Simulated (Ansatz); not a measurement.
V:
```xyz
1
Lattice="-1.4630 1.4630 1.4630 1.4630 -1.4630 1.4630 1.4630 1.4630 -1.4630" Properties=species:S:1:pos:R:3 pbc="T T T"
V      0.0000     0.0000     0.0000
```

Relaxed with LDA. Special points in fractions of this cell's reciprocal vectors: Γ (0.000, 0.000, 0.000); H (0.500, -0.500, 0.500); N (0.000, 0.000, 0.500); P (0.250, 0.250, 0.250).

Problem. List the band energies nearest the Fermi level at these points for plane-wave PAW LDA (Ansatz code).

Solution. In eV from the Fermi level; about four levels below and three above (degenerate sets whole), none deeper than 8.9 eV; … stands for higher levels left out; points with the same levels are listed once.

```
k              below           above
-  -----------------  --------------
Γ              -6.67  0.40 0.40 0.40
H        -3.36 -3.36               …
N        -3.44 -1.30     2.01 2.62 …
P  -1.17 -1.17 -1.17               …
```

Space group Im-3m (bcc (W type)). Symmetry was held in the LDA relaxation. The workflow began spin-polarised and lost its moments.

Potentials: the earlier of the program's two PAW sets.
